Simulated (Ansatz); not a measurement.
Relaxed-ion elastic tensor of TeW (CsCl type, space group No. 221) in GPa (Voigt order), DFT-PBEsol in the program Ansatz with PAW potentials; density 14.38 g/cm³, 17.98 Å³ per atom.

```json
[
 {"": "1", "1": "361", "2": "109", "3": "109", "4": "0.0", "5": "0.0", "6": "0.0"},
 {"": "2", "1": "109", "2": "361", "3": "109", "4": "0.0", "5": "0.0", "6": "0.0"},
 {"": "3", "1": "109", "2": "109", "3": "361", "4": "0.0", "5": "0.0", "6": "0.0"},
 {"": "4", "1": "0.0", "2": "0.0", "3": "0.0", "4": "122", "5": "0.0", "6": "0.0"},
 {"": "5", "1": "0.0", "2": "0.0", "3": "0.0", "4": "0.0", "5": "122", "6": "0.0"},
 {"": "6", "1": "0.0", "2": "0.0", "3": "0.0", "4": "0.0", "5": "0.0", "6": "122"}
]
```

Is the crystal mechanically stable?

Yes: the smallest eigenvalue of C is 122 GPa.

Work out the Voigt, Reuss and Hill averages.

K_V = 193, K_R = 193, K_H = 193; G_V = 124, G_R = 124, G_H = 124 GPa.

Give Young's modulus, Poisson's ratio, Pugh's ratio and the universal anisotropy index.

E = 9KG/(3K + G) = 306 GPa; ν = 0.24; K/G = 1.56 (brittle by the Pugh limit of 1.75); A_U = 5G_V/G_R + K_V/K_R − 6 = 0.00.

Estimate the sound speeds and the Debye temperature.

v_l = √((K + 4G/3)/ρ) = 4990 m/s, v_t = √(G/ρ) = 2930 m/s, mean 3250 m/s; Θ = (h/k)(3n/4πV)^(1/3) v_m = 370 K.

Give the Zener ratio and Young's modulus along [100], [110] and [111].

A = 2C44/(C11 − C12) = 0.97; 1/E = S11 − 2(S11 − S12 − S44/2)Γ with Γ = 0, 1/4, 1/3 gives 311, 305, 303 GPa.

Space group Pm-3m (CsCl type). A made-up cell: these elements were put on the sites of a structure type; neither database checked (COD, Materials Project) lists it. Its standing as an ambient phase is unchecked. Symmetry was held in the PBEsol relaxation; whether a distortion lowers the energy is not shown. No spin polarisation was allowed. As this level gives no gap, shear constants depend on the k-mesh and smearing (Fermi–Dirac, 0.1 eV here). Spin–orbit coupling is left out wherever it is not named.

Potentials: the earlier of the program's two PAW sets. The files were generated under PBE; for other functionals the program regenerates the frozen cores, and for LDA and PBEsol the local potential too.
